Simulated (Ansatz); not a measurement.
A relaxed structure of VN. Space group F-43m (No. 216), zinc blende type. Method: PBEsol (plane waves to 420 eV, PAW, scalar-relativistic; Ansatz, a program for electronic structure).

```cif
data_N4V4
_chemical_formula_sum 'N4 V4'
_space_group_name_H-M_alt 'F-43m'
_space_group_IT_number 216
_space_group_name_Hall 'F -4 2 3'
_cell_length_a 4.38283
_cell_length_b 4.38283
_cell_length_c 4.38283
_cell_angle_alpha 90.000
_cell_angle_beta 90.000
_cell_angle_gamma 90.000
loop_
_atom_site_label
_atom_site_type_symbol
_atom_site_symmetry_multiplicity
_atom_site_Wyckoff_symbol
_atom_site_fract_x
_atom_site_fract_y
_atom_site_fract_z
_atom_site_occupancy
N1 N 4 c 0.25000 0.25000 0.25000 1
V1 V 4 a 0.00000 0.00000 0.00000 1
```
(The calculation used a cell of 2 atoms; values per cell refer to that cell.)

**Question.** What magnetic moment does PBEsol give?

**Answer.** Zero (the starting moments vanished).

No spin polarisation in the result: the starting moments vanished.

The run could not lose the symmetry of its start; a randomly shaken copy of 4 atoms returns to this structure.

All atoms sit on sites fixed by symmetry, so only the cell could relax.

The first start was generated by placing the elements on the sites of a structure type. Materials Project lists a structure of VN in the same space group, F-43m (No. 216); the sites were not compared with it, nor with measured phases. Known forms of VN include space group No. 225.
